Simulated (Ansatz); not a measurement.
The start is a relaxed Te cell displaced along its unstable phonon at q = Γ (108i cm⁻¹), largest move 0.15 Å. Cell shape, volume and atoms are optimised at zero target pressure with PBEsol (plane waves to 420 eV, PAW, scalar-relativistic; Ansatz, a first-principles code). First-step values are on the input's coarse k-mesh.

Ansatz input (later rounds restart from its end on a renewed k-mesh):
Ansatz 0.2 input:
```yaml
crystal:
  lattice:
    - [3.9426730471, 0, 0]
    - [-1.9713365236, 3.4144550176, 0]
    - [0, 0, 4.3871741338]
  atoms:
    - { symbol: Te, position: [0.3552987713, 0.7105975427, 0.25] }
    - { symbol: Te, position: [0.6447012287, 0.2894024573, 0.75] }
basis: { ecutwfc: 420, ecutrho_ratio: 4, xc_grid: 2, fft_grid_basis: typed }
kpoints: { mp_grid: { grid: [10, 10, 8] } }
hamiltonian:
  xc: pbesol
  dispersion: none
  pseudopotentials: { azcp: { folder: ./paw }, kind: paw }
scf: { occupations: { method: fermi_dirac, width: 0.05 } }
relax: { f_tol: 0.01, max_steps: 100, cell: { stress_tol: 0.02 } }
output: { forces: true, stress: true }
```

Largest initial force: 0.04 eV/Å, on Te1, Te2 (atoms numbered as listed)
Energy released: 0.01 eV/atom
Relative to the parent: It does not go back: it reaches Cmcm (No. 63), 0.03 eV/atom below the parent
Shortest distances (start → end): The closest pairs of elements (up to four, under 3.6 Å), start → end: Te–Te 2.95 → 2.91 Å
Optimiser moves: 14

Final structure:

Space group Cmcm (No. 63); a = 4.0707 Å, b = 7.1602 Å, c = 4.2812 Å, α = β = γ = 90.00°

```json
[
 {"atom": "Te", "site": "4c", "symmetry": "m2m", "x": "0.0000", "y": "0.6381", "z": "0.2500"}
]
```
(The calculation used a cell of 2 atoms; values per cell refer to that cell.)

Final values are on a 13×13×11 k-mesh of the relaxed cell. No spin polarisation in the result.

The run could not lose the symmetry of its start, so the end can be a saddle point.

The relaxed structure here is a generated cell of Te: the first start was made by placing the elements on the sites of a structure type, and the end was not matched to a known phase here, so it may be hypothetical. Known forms of Te include space group No. 152.
